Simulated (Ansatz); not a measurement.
Ca3CdF8 on the sites of the fluorite structure (relaxed group Cmmm), relaxed with r2SCAN in Ansatz: space group Cmmm (No. 65), orthorhombic; conventional cell a = 7.679 Å, b = 10.854 Å, c = 3.835 Å, 13.32 Å³ an atom. Cd is surrounded by 8 F at 2.34 Å; F is surrounded by 4 Ca at 2.35 Å; F is surrounded by 2 Cd at 2.34 Å and 2 Ca at 2.35 Å; Ca is surrounded by 8 F at 2.35 Å; F is surrounded by 1 Cd at 2.34 Å and 3 Ca at 2.35–2.36 Å; Ca is surrounded by 8 F at 2.35–2.36 Å. The primitive cell holds 12 atoms in 159.82 Å³. Non-magnetic throughout. Whether this structure exists isn't addressed.

Computed values: HSE06 (2×2×4) gives a least gap of 7.44 eV and a least direct gap of 7.52 eV. r2SCAN's ε∞ is 2.29. PBEsol's static dielectric constant, on its own cell and averaged over directions, is 8.3.

**Question.** What is the density?

**Answer.** The cell holds 1 Cd, 8 F, 3 Ca: M = 1×112.414 + 8×18.998 + 3×40.078 = 384.63 u in V = 159.82 Å³. ρ = 1.66054 × M/V = 1.66054 × 384.63/159.82 = 3.996 g/cm³, for the static r2SCAN lattice.

**Question.** At what wavelength does absorption set in by HSE06, excitons left aside?

**Answer.** λ = 1239.84 eV nm/E: 167 nm for the least gap, where it needs phonons and is weak, and 165 nm for direct transitions. That lies in the ultraviolet, so by this gap the crystal is transparent to visible light.

**Question.** What refractive index and reflectivity at normal incidence follow, below the gap and above the phonons?

**Answer.** n = √2.29 = 1.513; R = ((n − 1)/(n + 1))² = (0.513/2.513)² = 4.2 % a face.

**Question.** As a gate dielectric 5 nm thick, what equivalent oxide thickness and capacitance would it have, with 3.9 for amorphous SiO₂?

**Answer.** EOT = t × 3.9/κ = 5 × 3.9/8.3 = 2.35 nm; C/A = ε₀κ/t = 8.854 × 8.3/5 = 14.7 fF/µm². This takes the ideal crystal's mean κ, without interface layers.

The meshes of the hybrids are coarse, so their gaps aren't converged to the digits shown.

For a response run the program warns that the ground state's bands aren't all converged, so ε∞ carries an extra error.
